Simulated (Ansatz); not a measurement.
SrTiO$_{3}$ (cubic perovskite)

```xyz
5
Lattice="3.9075 0.0000 0.0000 0.0000 3.9075 0.0000 0.0000 0.0000 3.9075" Properties=species:S:1:pos:R:3 pbc="T T T"
Sr     0.0000     0.0000     0.0000
Ti     1.9538     1.9538     1.9538
O      0.0000     1.9538     1.9538
O      1.9538     1.9538     0.0000
O      1.9538     0.0000     1.9538
```

Scan: atom 1 (Sr, nearest neighbour O at 2.763 Å; its periodic images, 3.9 Å or more away, move with it) is displaced along Cartesian [110], direction (0.707, 0.707, 0.000) in Cartesian axes, by s. The other atoms stay.

These are r2SCAN (plane waves to 500 eV, PAW, scalar-relativistic; Ansatz, a program for electronic structure) values and carry that method's errors. k mesh 7×7×7 (Γ-centred), Fermi-Dirac smearing 0.05 eV. E stands for the smeared free energy. Left out: 2 of 11 points, with atoms too close for the PAW data. SrTiO3 is run without spin polarisation. SrTiO3 was relaxed with its symmetry unable to fall. The PAW data are Ansatz's earlier set. The zero of ΔE is the undisplaced structure.

| s (Å) | ΔE (meV/cell) |
|---|---|
| -0.664 | 1443 |
| -0.498 | 667 |
| -0.332 | withheld |
| -0.166 | 57 |
| 0.000 | 0 |
| 0.166 | 57 |
| 0.332 | withheld |
| 0.498 | 667 |
| 0.664 | 1443 |

Task: Fit an even polynomial form (powers 2, 4) to the given rows and predict ΔE at s = 0.332.

Result: Least squares on the 7 given rows: ΔE = (1942)·s² + (3018)·s⁴, in meV/cell with s in Å; root-mean-square residual 0.7 meV/cell. At 0.332 the fit gives 251 meV/cell; the calculation gives 253 meV/cell, so the interpolation is off by -2 (-0.8 %). The quadratic term alone would give 214 meV/cell.

(A displaced cell: forces are minus the slopes of the energy, force constants its curvatures, and phonons follow from these.)
